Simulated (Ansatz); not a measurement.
Zr2Ga:
```
CELL_PARAMETERS angstrom
     -3.35222     3.35222     2.71760
      3.35222    -3.35222     2.71760
      3.35222     3.35222    -2.71760
ATOMIC_POSITIONS crystal
  Zr 0.65388 0.15388 0.80776
  Zr 0.34612 0.84612 0.19224
  Zr 0.15388 0.34612 0.50000
  Zr 0.84612 0.65388 0.50000
  Ga 0.25000 0.25000 0.00000
  Ga 0.75000 0.75000 0.00000
```

Relaxed with r²SCAN. Special points in fractions of this cell's reciprocal vectors: Γ (0.000, 0.000, 0.000); X (0.000, 0.000, 0.500); M (-0.500, 0.500, 0.500); Z (0.414, 0.414, -0.414); Z0 (-0.414, 0.586, 0.414); P (0.250, 0.250, 0.250); N (0.000, 0.500, 0.000).

Problem. List the band energies nearest the Fermi level at these points for r²SCAN in the plane-wave PAW code Ansatz.

Solution. In eV from the Fermi level; about four levels below and three above (degenerate sets whole), none deeper than 8.9 eV; points with the same levels are listed once.

```csv
k,below,above
Γ,-0.94 -0.94 -0.58 -0.58 -0.30,1.80 1.88 2.32
X,-1.05 -0.92 -0.90 -0.16,0.26 1.50 1.73
M,-1.08 -1.08 -0.52 -0.32,0.30 0.55 0.99 0.99
Z,-1.00 -1.00 -0.46 -0.08 0.00,1.11 1.11 1.18
P,-0.35 -0.35 -0.19 -0.19,0.60 0.60 2.79 2.79
N,-0.45 -0.45 -0.36 -0.36,0.24 0.24 0.64 0.64
```

Space group I4/mcm. The first step of the workflow began from a Materials Project structure, measured or hypothetical; the Crystallography Open Database files this formula in space group No. 140, but the cells were not matched. Its standing as an ambient phase is unchecked. Symmetry was held in the r²SCAN relaxation; its stability against distortions is not shown here. No spin polarisation was allowed. Spin–orbit coupling is left out wherever it is not named.

Potentials: the later of the program's two PAW sets.
